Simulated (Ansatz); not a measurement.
A relaxation computed with Ansatz, from input to last step.

```yaml
crystal:
  lattice:
    - [0.0, 5.7420113531, 5.7420113531]
    - [5.7420113531, 0.0, 5.7420113531]
    - [5.7420113531, 5.7420113531, 0.0]
  atoms:
    - { symbol: Cs, position: [0.25, 0.25, 0.25] }
    - { symbol: Cs, position: [0.75, 0.75, 0.75] }
    - { symbol: Ag, position: [0.5, 0.5, 0.5] }
    - { symbol: Bi, position: [0.0, 0.0, 0.0] }
    - { symbol: Br, position: [0.2513063765, 0.7486936235, 0.2513063765] }
    - { symbol: Br, position: [0.2513063765, 0.7486936235, 0.7486936235] }
    - { symbol: Br, position: [0.7486936235, 0.2513063765, 0.7486936235] }
    - { symbol: Br, position: [0.7486936235, 0.2513063765, 0.2513063765] }
    - { symbol: Br, position: [0.2513063765, 0.2513063765, 0.7486936235] }
    - { symbol: Br, position: [0.7486936235, 0.7486936235, 0.2513063765] }
basis:
  ecutwfc: 420
kpoints:
  mp_grid: { grid: [4, 4, 4] }
hamiltonian:
  xc: pbe
  dispersion: d3bj
scf:
  occupations: { method: gaussian, width: 0.02 }
output:
  forces: true
  stress: true
  eigenvalues: true
relax:
  adjacent_minimum: "off"
  f_tol: 0.005
  max_steps: 50
  cell: { stress_tol: 0.05 }
```

```bash
ansatz run input.yaml --threads 2 --pin off --max-ram 5120MiB --backend cpu --events-out ev --progress --plain --runs-dir out
```

Computed with DFT PBE+D3(BJ), scalar-relativistic, plane waves, PAW in Ansatz 0.2.0.

Of 6 frames 6 are shown, positions in Å and forces in eV/Å; the SCF threshold varies from step to step. Steps run on the plane waves of an earlier cell, with a Pulay correction in the pressure. The basis is chosen afresh for the last frame, the zero of the energies, and at times for earlier ones too; energy and pressure step there, also at an unchanged geometry.

```xyz
10
Lattice="0.0000 5.7420 5.7420 5.7420 0.0000 5.7420 5.7420 5.7420 0.0000" Properties=species:S:1:pos:R:3:forces:R:3 pbc="T T T" step=1 free_energy_over_end_meV_per_atom=5.78 pressure_GPa=-1.01
Cs    2.8710    2.8710    2.8710    0.0000    0.0000    0.0000
Cs    8.6130    8.6130    8.6130    0.0000    0.0000    0.0000
Ag    5.7420    5.7420    5.7420    0.0000    0.0000    0.0000
Bi    0.0000    0.0000    0.0000    0.0000    0.0000    0.0000
Br    5.7420    2.8860    5.7420    0.0000    0.0021    0.0000
Br    8.5980    5.7420    5.7420   -0.0021    0.0000    0.0000
Br    5.7420    8.5980    5.7420    0.0000   -0.0021    0.0000
Br    2.8860    5.7420    5.7420    0.0021    0.0000    0.0000
Br    5.7420    5.7420    2.8860    0.0000    0.0000    0.0021
Br    5.7420    5.7420    8.5980    0.0000    0.0000   -0.0021
10
Lattice="0.0000 5.6889 5.6889 5.6889 0.0000 5.6889 5.6889 5.6889 0.0000" Properties=species:S:1:pos:R:3:forces:R:3 pbc="T T T" step=2 free_energy_over_end_meV_per_atom=1.19 pressure_GPa=-0.37
Cs    2.8445    2.8445    2.8445    0.0000    0.0000    0.0000
Cs    8.5334    8.5334    8.5334    0.0000    0.0000    0.0000
Ag    5.6889    5.6889    5.6889    0.0000    0.0000    0.0000
Bi    0.0000    0.0000    0.0000    0.0000    0.0000    0.0000
Br    5.6889    2.8590    5.6889    0.0000    0.0887    0.0000
Br    8.5189    5.6889    5.6889   -0.0887    0.0000    0.0000
Br    5.6889    8.5189    5.6889    0.0000   -0.0887    0.0000
Br    2.8590    5.6889    5.6889    0.0887    0.0000    0.0000
Br    5.6889    5.6889    2.8590    0.0000    0.0000    0.0887
Br    5.6889    5.6889    8.5189    0.0000    0.0000   -0.0887
10
Lattice="0.0000 5.6373 5.6373 5.6373 0.0000 5.6373 5.6373 5.6373 0.0000" Properties=species:S:1:pos:R:3:forces:R:3 pbc="T T T" step=3 free_energy_over_end_meV_per_atom=0.64 pressure_GPa=0.10
Cs    2.8186    2.8186    2.8186    0.0000    0.0000    0.0000
Cs    8.4559    8.4559    8.4559    0.0000    0.0000    0.0000
Ag    5.6373    5.6373    5.6373    0.0000    0.0000    0.0000
Bi    0.0000    0.0000    0.0000    0.0000    0.0000    0.0000
Br    5.6373    2.8675    5.6373    0.0000   -0.1374    0.0000
Br    8.4070    5.6373    5.6373    0.1374    0.0000    0.0000
Br    5.6373    8.4070    5.6373    0.0000    0.1374    0.0000
Br    2.8675    5.6373    5.6373   -0.1374    0.0000    0.0000
Br    5.6373    5.6373    2.8675    0.0000    0.0000   -0.1374
Br    5.6373    5.6373    8.4070    0.0000    0.0000    0.1374
10
Lattice="0.0000 5.6536 5.6536 5.6536 0.0000 5.6536 5.6536 5.6536 0.0000" Properties=species:S:1:pos:R:3:forces:R:3 pbc="T T T" step=4 free_energy_over_end_meV_per_atom=-0.15 pressure_GPa=-0.01
Cs    2.8268    2.8268    2.8268    0.0000    0.0000    0.0000
Cs    8.4804    8.4804    8.4804    0.0000    0.0000    0.0000
Ag    5.6536    5.6536    5.6536    0.0000    0.0000    0.0000
Bi    0.0000    0.0000    0.0000    0.0000    0.0000    0.0000
Br    5.6536    2.8571    5.6536    0.0000    0.0070    0.0000
Br    8.4502    5.6536    5.6536   -0.0070    0.0000    0.0000
Br    5.6536    8.4502    5.6536    0.0000   -0.0070    0.0000
Br    2.8571    5.6536    5.6536    0.0070    0.0000    0.0000
Br    5.6536    5.6536    2.8571    0.0000    0.0000    0.0070
Br    5.6536    5.6536    8.4502    0.0000    0.0000   -0.0070
10
Lattice="0.0000 5.6525 5.6525 5.6525 0.0000 5.6525 5.6525 5.6525 0.0000" Properties=species:S:1:pos:R:3:forces:R:3 pbc="T T T" step=5 free_energy_over_end_meV_per_atom=-0.15 pressure_GPa=0.00
Cs    2.8262    2.8262    2.8262    0.0000    0.0000    0.0000
Cs    8.4787    8.4787    8.4787    0.0000    0.0000    0.0000
Ag    5.6525    5.6525    5.6525    0.0000    0.0000    0.0000
Bi    0.0000    0.0000    0.0000    0.0000    0.0000    0.0000
Br    5.6525    2.8575    5.6525    0.0000   -0.0004    0.0000
Br    8.4474    5.6525    5.6525    0.0004    0.0000    0.0000
Br    5.6525    8.4474    5.6525    0.0000    0.0004    0.0000
Br    2.8575    5.6525    5.6525   -0.0004    0.0000    0.0000
Br    5.6525    5.6525    2.8575    0.0000    0.0000   -0.0004
Br    5.6525    5.6525    8.4474    0.0000    0.0000    0.0004
10
Lattice="0.0000 5.6525 5.6525 5.6525 0.0000 5.6525 5.6525 5.6525 0.0000" Properties=species:S:1:pos:R:3:forces:R:3 pbc="T T T" step=6 free_energy_over_end_meV_per_atom=0.00 pressure_GPa=0.00
Cs    2.8262    2.8262    2.8262    0.0000    0.0000    0.0000
Cs    8.4787    8.4787    8.4787    0.0000    0.0000    0.0000
Ag    5.6525    5.6525    5.6525    0.0000    0.0000    0.0000
Bi    0.0000    0.0000    0.0000    0.0000    0.0000    0.0000
Br    5.6525    2.8575    5.6525    0.0000   -0.0004    0.0000
Br    8.4474    5.6525    5.6525    0.0004    0.0000    0.0000
Br    5.6525    8.4474    5.6525    0.0000    0.0004    0.0000
Br    2.8575    5.6525    5.6525   -0.0004    0.0000    0.0000
Br    5.6525    5.6525    2.8575    0.0000    0.0000   -0.0004
Br    5.6525    5.6525    8.4474    0.0000    0.0000    0.0004
```

It took 32 s on 2 threads of Arm Neoverse V2 (shared host), peak memory 0.8 GiB.

Spin–orbit coupling is left out, which can shift energies with elements as heavy as these.